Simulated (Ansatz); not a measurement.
BaTiO3 in space group P4mm (No. 99; Ti on 1b, Ba on 1a, O on 1b, O on 2c) under volume change, r²SCAN (plane waves, PAW; program Ansatz), shape and atoms relaxed at each volume.

```
V (Å³/atom)  E − E(relaxed) (meV/atom)  P (GPa)
-----------  -------------------------  -------
11.812                            50.7    16.24
12.202                            20.4     9.22
12.591                             4.6     3.98
12.980                             0.0     0.00
13.370                             3.8    -2.91
13.759                            13.4    -4.86
14.149                            26.5    -5.89
```

Q: What does a third-order Birch–Murnaghan fit give for V₀, B₀ and B′?

A: V₀ = 12.98 Å³/atom, B₀ = 111 GPa, B′ = 10.1.

The r²SCAN relaxation kept the symmetry of its start. No spin polarisation was allowed. Scalar-relativistic: spin–orbit coupling is off unless named, which matters more the heavier the elements.

Potentials: the later of the program's two PAW sets.
